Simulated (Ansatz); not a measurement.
Cs2AgSbBr6: do energies and stresses tell the same story?

The calculation used DFT r2SCAN, scalar-relativistic, plane waves, PAW in Ansatz.

Settings: cutoff 500 eV, Γ-centred mesh 4×4×4 on the computed 10-atom cell, Gaussian smearing of 0.02 eV; no spin polarisation.

Relaxed cell: Fm-3m, a = 11.242 Å, b = 11.242 Å, c = 11.242 Å, α = 90.00°, β = 90.00°, γ = 90.00°, 10 atoms in the primitive cell. Whether it is the stable form of this composition wasn't checked.

Energies at zero smearing and pressures from the stress tensor, at volumes with shape and atoms relaxed:
```tsv
V (Å³/atom)	E − E(first) (meV/atom)	P (GPa)
33.389	0.00	1.85
34.455	-8.79	0.83
35.520	-11.42	0.00
36.586	-9.03	-0.69
37.651	-2.53	-1.25
```

Problem. Check P = −dE/dV between neighbouring volumes, and get the bulk modulus from the pressures alone.

Solution. With 1 eV/Å³ = 160.2 GPa:
| middle V (Å³/atom) | −ΔE/ΔV (GPa) | mean P (GPa) |
| --- | --- | --- |
| 33.922 | 1.321 | 1.337 |
| 34.987 | 0.396 | 0.412 |
| 36.053 | -0.360 | -0.346 |
| 37.119 | -0.978 | -0.969 |

The two differ by 0.02 GPa at most. The mean of two end pressures misses the average over a step by about ΔV² P″/12, up to 0.02 GPa here; with that taken off 0.00 GPa remains. Around V = 35.520 Å³/atom, the two neighbours give B = −V ΔP/ΔV = 35.520 × 1.52 / 2.131 = 25.3 GPa, against B0 = 25.2 GPa from the Birch–Murnaghan fit of the energies.

Cost: 6 runs of about 13 core-minutes in all, on Arm Neoverse V1 (shared hosts).